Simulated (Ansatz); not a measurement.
SnSe2:
```cif
data_Se2Sn
_chemical_formula_sum 'Sn1 Se2'
_space_group_name_H-M_alt 'P-3m1'
_space_group_IT_number 164
_space_group_name_Hall '-P 3 2"'
_cell_length_a 3.84059
_cell_length_b 3.84059
_cell_length_c 6.00827
_cell_angle_alpha 90.000
_cell_angle_beta 90.000
_cell_angle_gamma 120.000
loop_
_atom_site_label
_atom_site_type_symbol
_atom_site_symmetry_multiplicity
_atom_site_Wyckoff_symbol
_atom_site_fract_x
_atom_site_fract_y
_atom_site_fract_z
_atom_site_occupancy
Sn1 Sn 1 a 0.00000 0.00000 0.00000 1
Se1 Se 2 d 0.33333 0.66667 0.26512 1
```

Relaxed at zero pressure with DFT-PBE+D3(BJ) in the program Ansatz with PAW potentials.

Task: The volume is raised by 9 % and shape and atoms relax at that volume. What pressure results, and how do the axes share the change?

Result: -1.4 GPa; a 0.6 %, b 0.6 %, c 7.6 %; the energy rises by 13 meV/atom.

Task: Give the new structure.

Result: 
Space group P-3m1 (No. 164); a = b = 3.8647 Å, c = 6.4675 Å, α = β = 90.00°, γ = 120.00°

```
atom  site  symmetry       x       y       z
----  ----  --------  ------  ------  ------
Sn      1a      -3m.  0.0000  0.0000  0.0000
Se      2d       3m.  0.3333  0.6667  0.2465
```

The phase is kept; no other phase was compared at this pressure.

The PBE+D3(BJ) relaxation kept the symmetry of its start; of distortions, only those at the zone centre were tested. Spin–orbit coupling is left out wherever it is not named.

Potentials: the later of the program's two PAW sets.
